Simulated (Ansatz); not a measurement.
# Structures of Ba3TeRu: which is lowest?

Plane-wave DFT in Ansatz with scalar-relativistic PAW potentials, cutoff 420 eV, Γ-centred meshes chosen by cell and gap, Gaussian smearing with energies taken to zero width. Every cell was relaxed (cell and atoms) in a run of its own, within the symmetry of its start. Functional: PBE.

Relaxed structures (starts from databases or built by putting these elements on another compound's sites):
A. Pm-3m, 5 atoms in the computed cell, a = 5.761 Å; sites (symmetry × multiplicity) Ba 4/mm.m × 3, Te m-3m × 1, Ru m-3m × 1; start: built
B. P1, 5 atoms in the computed cell, a = 5.838 Å, b = 5.849 Å, c = 5.859 Å, α = 87.4°, β = 87.7°, γ = 88.0°; sites (symmetry × multiplicity) Ba 1 × 1 + 1 × 1 + 1 × 1, Te 1 × 1, Ru 1 × 1; start: built

**Question.** Rank them by energy. Could pressure change the order?

**Answer.**
| structure | group | E − E(lowest) (meV/atom) | V (Å³/atom) | gap on mesh (eV) |
| --- | --- | --- | --- | --- |
| B | P1 | 0.0 | 39.92 | 0.00 |
| A | Pm-3m | 18.6 | 38.23 | 0.00 |

B is lowest, 19 meV/atom under A. A is denser by 1.68 Å³/atom, so pressure favours it: ΔE/ΔV, with ΔE in eV and 1 eV/Å³ = 160.2 GPa, gives about 1.8 GPa for equal enthalpy if both cells were rigid, a rough figure since the two compress differently. Other structures may lie lower than all of these, and vibrations aren't counted.

Spin-orbit coupling is left out, which matters for the bands of heavy elements.